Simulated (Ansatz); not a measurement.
# Turning moments in Co

System: Co, a test cell of our own (not relaxed); the cell holds 2 atoms.

```
CELL_PARAMETERS angstrom
2.45590 0.00000 0.00000
-1.22795 2.12687 0.00000
0.00000 0.00000 4.01050
ATOMIC_POSITIONS crystal
Co 0.33333 0.66667 0.25000
Co 0.66667 0.33333 0.75000
```

Atoms are numbered from 1 in the order listed.

These are results of DFT, LDA, PAW (an earlier, harder data set), plane waves, scalar-relativistic in Ansatz, not measurements.

```yaml
plane_wave_cutoff: 800 eV
k_point_mesh: 4×4×3 (Γ-centred)
occupations: Fermi–Dirac smearing, 0.1 eV
```

Site vectors of these older runs were integrated over wider regions than atomic spheres, and need not add up to the total.

The mesh is coarse, so energy differences (and at times their sign) aren't converged.

Spins are non-collinear; moments are vectors (x, y, z) in μB. Without spin–orbit coupling a common rotation of all moments costs nothing, so only their relative directions matter.

The default search lets the program follow hints of a lower state (another filling of open shells, a soft direction), where it sees any. With a search on, the program may also reshape the start on open shells.

Only this run was made, so its end need not be the lowest state of the cell.

(1) Start Co1 (-1.11, 0.67, 0.05), Co2 (-1.15, -0.10, 2.66); default search for lower states. What happens?

Results:

(1) It converges in 21 iterations: sizes Co1 1.49, Co2 1.49 μB (all parallel), net moment 2.96 μB; the program warns that the starting moments weren't kept.
